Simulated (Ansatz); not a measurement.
A scan (energy against volume; even scaling of the relaxed cell, symmetry kept) gave these values. Calculation: PBE (plane waves to 420 eV, PAW, scalar-relativistic; Ansatz, a program for electronic structure).

The bulk modulus B₀ (third-order Birch-Murnaghan fit) is 203 GPa. The pressure derivative B₀′ (fit) is 4.4. The equilibrium volume of the fit comes out as 13.55 Å³/atom.

**Question.** Of these crystals, all scanned alike, which one is it?
A. AlRu (CsCl type)
B. MgS (rock salt)
C. Ir (fcc, Cu type)

**Answer.** A, AlRu (CsCl type). The others have, for the bulk modulus: MgS 74.0 GPa, Ir 346 GPa

AlRu is run without spin polarisation. All were relaxed with their symmetry unable to fall. Ir is run without spin polarisation. Spin-orbit coupling is left out.

(Under strain, the slope of the energy per volume gives the stress and its curvature an elastic modulus.)
